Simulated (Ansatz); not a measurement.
MnSi (FeSi type, space group P2_13)

```xyz
8
Lattice="4.5566 0.0000 0.0000 0.0000 4.5566 0.0000 0.0000 0.0000 4.5566" Properties=species:S:1:pos:R:3 pbc="T T T"
Mn     0.6339     0.6339     0.6339
Mn     2.9122     1.6444     3.9227
Mn     3.9227     2.9122     1.6444
Mn     1.6444     3.9227     2.9122
Si     3.8515     3.8515     3.8515
Si     1.5732     2.9833     0.7050
Si     0.7050     1.5732     2.9833
Si     2.9833     0.7050     1.5732
```

E(V) scan at fixed shape, V₀ the volume above. The atoms relax within the cell's symmetry.

Computed with r2SCAN (plane waves to 500 eV, PAW, scalar-relativistic; Ansatz, a first-principles code). k mesh 10×10×10 (Γ-centred), Fermi-Dirac smearing 0.05 eV. Stress and pressure are positive under compression. MnSi was relaxed with its symmetry unable to fall. Relaxed MnSi ends ferromagnetic. Other magnetic orders were not checked, so this need not be the ground state.

At one point of the scan the stress tensor (GPa) is:

```
    2.4      0.0      0.0
    0.0      2.4      0.0
    0.0      0.0      2.4
```

Which point is it?
(A) V/V₀ = 0.952
(B) V/V₀ = 0.940
(C) V/V₀ = 0.988
(D) V/V₀ = 0.964

C, V/V₀ = 0.988

(Under strain, the slope of the energy per volume gives the stress and its curvature an elastic modulus.)
